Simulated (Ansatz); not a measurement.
## Pressure against volume in LiW₃N₃

The structure comes from a generated guess, relaxed at this level; another structure or a mixture of phases may lie lower.

Method: DFT PBE, scalar-relativistic, plane waves, PAW in Ansatz. Plane waves to 420 eV, a 10×10×10 mesh through Γ for the 7-atom cell and 0.10 eV Gaussian smearing; no spin polarisation.

```xyz
7
Lattice="4.1728 0.0000 0.0000 0.0000 4.1728 0.0000 0.0000 0.0000 4.1728" Properties=species:S:1:pos:R:3 pbc="T T T"
Li    0.0000    0.0000    0.0000
W     0.0000    2.0864    2.0864
W     2.0864    0.0000    2.0864
W     2.0864    2.0864    0.0000
N     2.0864    0.0000    0.0000
N     0.0000    2.0864    0.0000
N     0.0000    0.0000    2.0864
```

The cell was set to several volumes, with shape and atoms relaxed at each where symmetry leaves them free. Pressure is positive in compression, and energies count from the lowest row. No row has a gap on its mesh.

```csv
row,V (Å³/atom),P (GPa),ΔE (meV/atom)
1,9.134,55.36,191.9
2,9.446,?,?
3,9.757,23.20,42.6
4,10.068,10.66,10.1
5,10.380,-0.01,0.0
6,10.691,-9.06,9.1
7,11.003,-16.75,34.4
8,11.418,-25.22,89.2
```

Problem. Find B = −V·ΔP/ΔV from rows 4 and 6 and from rows 1 and 3, and from the two its slope B′ and its value B0 at zero pressure.

Solution. Rows 4 and 6 give −(10.068 + 10.691)/2 × (-9.06 − (10.66))/(10.691 − 10.068) = 328.5 GPa at a mean pressure of 0.80 GPa. Rows 1 and 3 give −(9.134 + 9.757)/2 × (23.20 − (55.36))/(9.757 − 9.134) = 487.6 GPa at a mean pressure of 39.28 GPa. So B′ = (487.6 − 328.5)/(39.28 − (0.80)) = 4.13 and B0 = 328.5 − 4.13 × (0.80) = 325.2 GPa. A third-order Birch–Murnaghan fit to all the energies gives B0 = 326.9 GPa and B′ = 4.4.

Problem. Estimate the pressure and energy of row 2.

Solution. From row 5, V0 = 10.380 × (1 + (-0.01)/325.2) = 10.380 Å³/atom. Murnaghan's form P = (B0/B′)·[(V0/V)^B′ − 1] gives (325.2/4.13) × [(10.380/9.446)^4.13 − 1] = 37.49 GPa; the computed pressure is 37.97 GPa, so the estimate is off by -0.48 GPa. The work of compression from row 3, with the mean of the two pressures, gives ΔE = 42.6 + (37.49 + 23.20)/2 × (9.757 − 9.446)/160.2 × 1000 = 101.5 meV/atom (1 eV/Å³ = 160.2 GPa); the computed value is 101.6 meV/atom.

These runs have no spin–orbit coupling, which can matter for W. All volumes keep the k mesh of the relaxed cell. A later test with randomly moved atoms came back to the same energy, though modes that don't fit the test's cell weren't probed.
